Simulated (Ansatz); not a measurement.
Data:

HfSiO4:
```
HfSiO4
1.0
   -3.29168     3.29168     2.98348
    3.29168    -3.29168     2.98348
    3.29168     3.29168    -2.98348
Hf Si O
2 2 8
Direct
  0.00000   0.00000   0.00000
  0.75000   0.25000   0.50000
  0.25000   0.75000   0.50000
  0.50000   0.50000   0.00000
  0.13331   0.31810   0.81522
  0.06810   0.75288   0.68478
  0.50288   0.31810   0.18478
  0.06810   0.38331   0.31522
  0.61669   0.93190   0.68478
  0.68190   0.86669   0.18478
  0.24712   0.93190   0.31522
  0.68190   0.49712   0.81522
```

This is the PBEsol-relaxed structure. Cartesian axes are those of the cell as given.

Problem. All from plane-wave PAW PBEsol (Ansatz code), unless another level is named. Give the hole effective mass with spin–orbit coupling.

Solution. 1.7, 1.7, 8.8 mₑ (principal values).

Problem. Give the formation energy from the elements (no fitted shifts).

Solution. -3.20 eV/atom.

Problem. Next, the band gap?

Solution. 5.37 eV (indirect).

Problem. And the HSE06 gap on the PBEsol cell?

Solution. 7.29 eV.

Problem. What about the smallest direct gap on the standard path?

Solution. 5.73 eV.

Problem. Next, the conduction-band minimum?

Solution. off the standard path, at k = (0.250, 0.255, 0.188) in fractions of the reciprocal vectors.

Space group I4_1/amd. The PBEsol relaxation kept the symmetry of its start. The run is not spin-polarised. The references are the lowest solids computed at this level, not always the standard phases (solids in place of the gases). Spin–orbit coupling is left out wherever it is not named.

Potentials: the earlier of the program's two PAW sets. The files were generated under PBE; for other functionals the program regenerates the frozen cores, and for LDA and PBEsol the local potential too.
